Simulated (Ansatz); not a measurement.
In plane-wave PAW PBEsol (Ansatz code), CuI in the CsCl type structure (Pm-3m) relaxes to a = 3.540 Å. Cu has 8 nearest neighbours from 3.07 Å (cubic). Against the elements it lies at 0.60 eV/atom, with no fitted shifts.

Electronic character: metallic (no gap). Gap from PBEsol with spin–orbit coupling: none (metallic). The magnetic state found is non-magnetic (starting moments vanished).

The bulk modulus is 45.6 GPa. The relaxed-ion elastic constants in GPa are C11 = 78.1, C12 = 30.4, C44 = -38.4.

The start of the workflow was typed in or built on a structure type; neither database checked (COD, Materials Project) lists it. It is not the phase usual at ambient conditions (space group No. 216). Symmetry was held in the PBEsol relaxation. At this level the phase is dynamically unstable (imaginary phonons). The workflow began spin-polarised and lost its moments. Its formation energy is positive at this level, so the cell may be metastable or incomplete. As this level gives no gap, shear constants depend on the k-mesh and smearing (Fermi–Dirac, 0.1 eV here). The references are the lowest solids computed at this level, not always the standard phases. Scalar-relativistic: spin–orbit coupling is off unless named, which matters more the heavier the elements.

Potentials: the later of the program's two PAW sets.
